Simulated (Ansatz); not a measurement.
**BiBr: computed property card**

BiBr:
```yaml
crystal:
  lattice:
    - [6.50287, 2.10176, 0.00000]
    - [-6.50287, 2.10176, 0.00000]
    - [-5.74119, 0.00000, 18.82729]
  atoms:
    - { symbol: Bi, position: [0.83293, 0.16707, 0.00503] }
    - { symbol: Bi, position: [0.16707, 0.83293, 0.99497] }
    - { symbol: Bi, position: [0.82779, 0.17221, 0.49349] }
    - { symbol: Bi, position: [0.17221, 0.82779, 0.50651] }
    - { symbol: Bi, position: [0.79922, 0.20078, 0.84670] }
    - { symbol: Bi, position: [0.20078, 0.79922, 0.15330] }
    - { symbol: Bi, position: [0.93341, 0.06659, 0.65229] }
    - { symbol: Bi, position: [0.06659, 0.93341, 0.34771] }
    - { symbol: Br, position: [0.86104, 0.13896, 0.18715] }
    - { symbol: Br, position: [0.13896, 0.86104, 0.81285] }
    - { symbol: Br, position: [0.56614, 0.43386, 0.62290] }
    - { symbol: Br, position: [0.43386, 0.56614, 0.37710] }
    - { symbol: Br, position: [0.54152, 0.45848, 0.11440] }
    - { symbol: Br, position: [0.45848, 0.54152, 0.88560] }
    - { symbol: Br, position: [0.30658, 0.69342, 0.68911] }
    - { symbol: Br, position: [0.69342, 0.30658, 0.31089] }
```

Space group C2/m (No. 12); conventional cell a = 13.006 Å, b = 4.204 Å, c = 19.683 Å, α = 90.00°, β = 106.96°, γ = 90.00°.

Method: LDA in the plane-wave PAW code Ansatz. Structure relaxed to zero pressure with the same functional. Other levels are named where they apply.

**Cell and energy**

```json
{
  "volume_per_atom": "32.17 Å³",
  "density": "7.46 g/cm³",
  "Formation energy from the elements (no fitted shifts)": "-0.43 eV/atom"
}
```

**Electronic structure**

```json
{
  "band_gap": "0.19 eV (direct)",
  "valence_band_maximum": "at Y2 (k = 0.500, 0.500, 0.000 in fractions of the reciprocal vectors)",
  "conduction_band_minimum": "at Y2 (k = 0.500, 0.500, 0.000 in fractions of the reciprocal vectors)",
  "electron_effective_mass": "0.054, 0.081, 0.62 mₑ (principal values)",
  "hole_effective_mass": "0.056, 0.40, 1.8 mₑ (principal values)"
}
```

**Mechanics**

```json
{
  "Bulk modulus (Birch–Murnaghan fit)": "19.3 GPa",
  "Pressure derivative B′": "9.6"
}
```

The first step of the workflow began from a Materials Project structure, measured or hypothetical; the Crystallography Open Database files this formula in space group No. 12, but the cells were not matched. Whether it is the stable phase at ambient conditions was not checked. The cell was relaxed with LDA under the symmetry of its start; its stability against distortions is not shown here. A crystal of weakly bound chains computed without a dispersion correction: the cell and the soft elastic constants depend strongly on that. The references are the lowest solids computed at this level, not always the standard phases. Scalar-relativistic: spin–orbit coupling is off unless named, which matters more the heavier the elements.

Potentials: the later of the program's two PAW sets.
